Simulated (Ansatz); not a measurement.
**LaS (Fm-3m): elastic constants by finite strains**

Computed with PBEsol, all-electron LAPW in Ansatz 0.2.0, scalar-relativistic; not a measurement.

The cell comes from a PAW relaxation under the same functional.

Command line:

```sh
ansatz run input.yaml --threads 1 --pin off --max-ram 2048MiB --backend cpu --events-out ev --progress --plain --runs-dir out
```

Input:

```yaml
crystal:
  lattice:
    - [0.0, 2.90360362474, 2.90360362474]
    - [2.90360362474, 0.0, 2.90360362474]
    - [2.90360362474, 2.90360362474, 0.0]
  atoms:
    - { symbol: La, position: [0.0, 0.0, 0.0] }
    - { symbol: S, position: [0.5, 0.5, 0.5] }
kpoints:
  mp_grid: { grid: [14, 14, 14] }
scf:
  occupations: { method: fermi_dirac, width: 0.1 }
hamiltonian:
  xc: pbesol
  pseudopotentials: { kind: all_electron, lapw: { basis_error: 0.0005 } }
elastic:
  mode: relaxed_ion
  stencil: two_point
  amplitude: 0.005
```

The program printed:

```
Warning: RAYON_NUM_THREADS=1 ignored (pool sized by the plan → 1); use --threads N
LAPW: plane waves up to 7.156 Å⁻¹, error target 5.0e-4 eV per atom; small_component_spin mean_spin; S in spheres of 1.299 Å, 14 of its electrons in bands, Dirac shells []; La in spheres of 1.517 Å, 29 of its electrons in bands, ...
Engine: ansatz 0.2.0, x86_64-unknown-linux-gnu
Pseudopotentials: kind: all_electron
Pseudopotential: La, LAPW, valence charge 29, lapw/all_electron/scalar/gaussian/La, Koelling and Harmon's equation, gaussian nucleus
Pseudopotential: S, LAPW, valence charge 14, lapw/all_electron/scalar/gaussian/S, Koelling and Harmon's equation, gaussian nucleus
Functional definition: PBEsol
  exchange = pbesol_x
  correlation = pbesol_c
Crystal: 2 atoms, lattice volume = 48.960 Å³
Basis set: ecut = 195.11969008558484 eV, 307 PW (Γ), exchange–correlation at level 2
Bands: 26, of which v1, the nominal top of the filled ones, is band 22 counted from 1 (21 counted from 0)
Symmetry: 48 space group operations
Space group: Fm-3m (ITA 225), of the structure as read, at distance tolerance 3.7e-5 Å
k-points: 104 of 2744
Non-local potential: La, projectors of the file, none
[... 125 lines left out ...]
        -0.000      0.000      0.000      0.000      0.000     22.173
  reference stress σ⁰ (GPa):     -0.031     -0.031     -0.031     -0.000     -0.000      0.000
  no Pulay correction (none for the plane-wave cutoff is built on LAPW): the batch's stresses and constants are at fixed plane waves
  C* (energy form; C + prestress term) asymmetry max|C*_kj − C*_jk| = 3.243e-16 GPa — a small one proves nothing (zero by symmetry where the batch's group is 432, −43m or m−3m); a large one is finite-difference/SCF noise where ...
  moduli (Voigt/Reuss/Hill, GPa): K = 89.28/89.28/89.28   G = 52.02/32.06/42.04   E = 109.00   ν = 0.297
  mechanically stable: yes (min eigenvalue of sym C = 22.17 GPa)
  where every solve meets its electron count the energy-path curvature estimates C_jj along a normal strain and C_jj − ¼(σ⁰_aa + σ⁰_bb) along a shear (ab), closely only under elastic.basis: deformed
  strain η (Voigt 11):  stress-route row diagonal C_11 = 218.32 GPa, energy-path curvature d²(F+E_count)/dδ²/Ω₀ = 218.26 GPa
         δ    σ_11 (GPa)             F (eV)   n_scf  n_hpsi   n_pw
    -5.000e-3      -1.1570     -241869.4251469      11  274426    316   relax 0 steps, max|allowed force component| 3.45e-31 eV/Å
     5.000e-3       1.0262     -241869.4252767      12  294727    316   relax 0 steps, max|allowed force component| 3.94e-31 eV/Å
  strain η (Voigt 23):  stress-route row diagonal C_44 = 22.17 GPa, energy-path curvature d²(F+E_count)/dδ²/Ω₀ = 22.19 GPa
         δ    σ_23 (GPa)             F (eV)   n_scf  n_hpsi   n_pw
    -5.000e-3      -0.1109     -241869.4259608       9  426406    316   relax 0 steps, max|allowed force component| 5.52e-30 eV/Å
     5.000e-3       0.1109     -241869.4259608       9  426149    316   relax 0 steps, max|allowed force component| 6.16e-30 eV/Å
```

The run converged.

Elastic constants:

Elastic constants of a crystal by Kohn-Sham DFT: slopes of the stress over finite engineering strains of the given cell, Voigt indices, Cartesian axes as in the input.

| Quantity | Value |
| --- | --- |
| Pressure at rest | 0.031 GPa |
| Least elastic eigenvalue | 22.17 GPa |
| Elastically stable | yes |

| index | elastic (GPa) |
| --- | --- |
| 11 | 218.3 |
| 12 | 24.75 |
| 44 | 22.17 |

Strained cells:

Stress of each strained cell less that at rest, tension positive.

```
strain component  strain  stress xx (GPa)  stress yy (GPa)  stress zz (GPa)  stress yz (GPa)  stress xz (GPa)  stress xy (GPa)  relaxation steps
              xx  -0.005           -1.126          -0.1246          -0.1246                0                0                0                 0
              xx   0.005            1.057            0.123            0.123                0                0                0                 0
              yz  -0.005            0.001          -0.0002          -0.0002          -0.1109                0                0                 0
              yz   0.005            0.001          -0.0002          -0.0002           0.1109                0                0                 0
```

Elastic moduli:

Hill averages of a grain aggregate, Debye temperature from the mean sound speed over directions.

* Bulk modulus: 89.28 GPa
* Shear modulus: 42.04 GPa
* Young modulus: 109 GPa
* Poisson ratio: 0.2965
* Bulk over shear modulus: 2.124
* Elastic anisotropy index: 3.113
* Least young modulus: 61.43 GPa
* Largest young modulus: 213.3 GPa
* Longitudinal sound speed: 5006 m/s
* Transverse sound speed: 2692 m/s
* Elastic debye temperature: 290.2 K
* Linear compressibility (x, y, z): 3.734, 3.734, 3.734 1/TPa
* Zener ratio: 0.2291
* Cauchy pressure: 2.58 GPa

Limits of these numbers: responses of metals move with mesh and smearing; the softest shear constant rests on one k mesh, and a soft shear can herald a distortion on cooling.

It took 2.6 min on 1 thread of Intel(R) Xeon(R) 6975P-C (Granite Rapids), on a shared host, peak memory 1.2 GiB.
